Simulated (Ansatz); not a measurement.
# Re$_{2}$B, first-principles data

Re2B:
```
CELL_PARAMETERS angstrom
      3.51505     0.00000     0.00000
      0.00000     3.51505     0.00000
      0.00000     0.00000     5.96181
ATOMIC_POSITIONS crystal
  Re 0.00000 0.00000 0.00000
  Re 0.50000 0.50000 0.00000
  Re 0.50000 0.00000 0.34815
  Re 0.00000 0.50000 0.65185
  B  0.50000 0.00000 0.70919
  B  0.00000 0.50000 0.29081
```

Space group P4/nmm (No. 129); conventional cell a = 3.515 Å, b = 3.515 Å, c = 5.962 Å, α = 90.00°, β = 90.00°, γ = 90.00°.

Method: DFT-r²SCAN in the program Ansatz with PAW potentials. Structure relaxed to zero pressure with the same functional. Other levels are named where they apply.

Cell and energy:

| Item | Result |
|---|---|
| Volume per atom | 12.28 Å³ |
| Density | 17.28 g/cm³ |
| Formation energy from the elements (no fitted shifts) | 0.32 eV/atom |

Electronic structure:

| Item | Value |
|---|---|
| Electronic character | metallic (no gap) |
| Density of states at the Fermi level | 0.50 states/eV per atom (mean over ±0.08 eV) |

Mechanics:

| Item | Result |
|---|---|
| Bulk modulus (Birch–Murnaghan fit) | 332 GPa |
| Pressure derivative B′ | 4.5 |

Charges:

| Quantity | Value |
|---|---|
| Bader charges | Re +0.17 to +0.39, B -0.56 e |

A made-up cell: these elements were put on the sites of a structure type; neither database checked (COD, Materials Project) lists it. Its standing as an ambient phase is unchecked. The r²SCAN relaxation kept the symmetry of its start; its stability against distortions is not shown here. No spin polarisation was allowed. The references are the lowest solids computed at this level, not always the standard phases. Spin–orbit coupling is left out wherever it is not named.

Potentials: the earlier of the program's two PAW sets.
